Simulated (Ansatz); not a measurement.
Ga₂Pt (fluorite or antifluorite type, space group No. 225) at seven volumes, the program Ansatz at the r²SCAN level (PAW), scaled uniformly. One row is withheld.

```csv
V (Å³/atom),P (GPa)
15.840,?
16.362,9.76
16.884,4.43
17.406,0.00
17.928,-3.69
18.451,-6.75
18.973,-9.23
```

Problem. Fit the shown pressures and predict the withheld one.

Solution. P = (3/2)B₀(x^(7/2) − x^(5/2))[1 + (3/4)(B′ − 4)(x − 1)] with x = (V₀/V)^(2/3). Least squares on the six rows gives V₀ = 17.405 Å³/atom, B₀ = 134 GPa, B′ = 5.26. At V = 15.840, x = 1.0648 and P = 16.18 GPa. The run itself gave 16.15 GPa.

Space group Fm-3m (fluorite or antifluorite type). The workflow started from an entry of the Crystallography Open Database (COD). Whether it is the stable phase at ambient conditions was not checked. Symmetry was held in the r²SCAN relaxation; whether a distortion lowers the energy is not shown. No spin polarisation was allowed. Scalar-relativistic: spin–orbit coupling is off unless named, which matters more the heavier the elements.

Potentials: the later of the program's two PAW sets.
